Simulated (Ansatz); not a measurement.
Theory: DFT PBE, scalar-relativistic, plane waves, PAW (Ansatz 0.2.0). Settings: cutoff 420 eV, Γ-centred meshes spaced at most about 0.3 Å⁻¹, and about 0.25 Å⁻¹ or finer for metals (2π included), Gaussian smearing. No spin polarisation in the final relaxations.

Temperature and zero-point effects are left out.

Two relaxed structures of TaRu₂:

A.

```
CELL_PARAMETERS angstrom
2.79412 0.00000 0.00000
-1.39706 2.41978 0.00000
0.00000 0.00000 6.81260
ATOMIC_POSITIONS crystal
Ta 0.00000 0.00000 0.00000
Ru 0.33333 0.66667 0.34236
Ru 0.66667 0.33333 0.65764
```

B.

```
CELL_PARAMETERS angstrom
4.64235 0.00000 0.00000
-2.32117 4.02039 0.00000
0.00000 0.00000 2.66533
ATOMIC_POSITIONS crystal
Ta 0.00000 0.00000 0.50000
Ru 0.33333 0.66667 0.50000
Ru 0.66667 0.33333 0.50000
```

Task: Which would you expect to be lower, and how large is the difference?

Result: A is lower, by 0.65 eV/atom. A has Ta and Ru ordered on fcc sites, space group P-3m1 (No. 164), 15.4 Å³/atom and no gap on its mesh; B has space group P6/mmm (No. 191), 16.6 Å³/atom and no gap. Counting all near atoms (those within 1.25 times the shortest distance at each site), A has Ta 12, Ru 12 and B has Ta 8, Ru 8. The denser one is the lower, and pressure would at first widen the difference. Even the lower one lies +0.11 eV/atom against the reference forms of the elements (uncorrected), so neither is stable at this level. Both come from invented guesses. A third cell relaxed alike, in Fd-3m, lies 158 meV/atom below the lower of the two.

These runs have no spin–orbit coupling, which can matter for Ta. Cells relaxed within their symmetry can be saddle points.
